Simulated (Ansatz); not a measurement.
How much do the gradients of ZnPtC6N6 depend on the method?

Cell: a COD entry, ions relaxed with PBE at fixed cell.

```cif
data_ZnPtC6N6
_symmetry_space_group_name_H-M 'Fm-3m'
_symmetry_Int_Tables_number 225
_cell_length_a 10.5104
_cell_length_b 10.5104
_cell_length_c 10.5104
_cell_angle_alpha 90.000
_cell_angle_beta 90.000
_cell_angle_gamma 90.000
loop_
_atom_site_label
_atom_site_type_symbol
_atom_site_symmetry_multiplicity
_atom_site_Wyckoff_symbol
_atom_site_fract_x
_atom_site_fract_y
_atom_site_fract_z
Zn Zn 4 b 0.5000 0.5000 0.5000
Pt Pt 4 a 0.0000 0.0000 0.0000
C C 24 e 0.5000 0.5000 0.1903
N N 24 e 0.5000 0.5000 0.3003
```

One atom of each set is listed; the run and its k-mesh use a cell of 14 atoms with edges of 7.43, 7.43, 7.43 Å.

First run. The numbers come from a DFT calculation in Ansatz (PBE, plane waves and PAW, scalar-relativistic, 420 eV cutoff, Γ-centred 6×6×6 k-points, Fermi–Dirac smearing 0.05 eV).

| site | V_zz (10²¹ V/m²) | η |
| --- | --- | --- |
| C | -3.78 | 0.00 |
| N | -5.83 | 0.00 |

Second run. The same atoms and settings, except that spin–orbit coupling is included (fully relativistic PAW files).

Question: What does the second run give?

Answer: 

```json
{"site": "C", "V_zz": "-3.79", "η": "0.00", "change of V_zz": "-0.01"}
{"site": "N", "V_zz": "-5.84", "η": "0.00", "change of V_zz": "-0.01"}
```

No V_zz moves by more than 0.01. Sites without a gradient aren't listed.

The database entry as given showed forces above 3 eV/Å or a pressure above 30 GPa, though relaxing it moves no atom far.
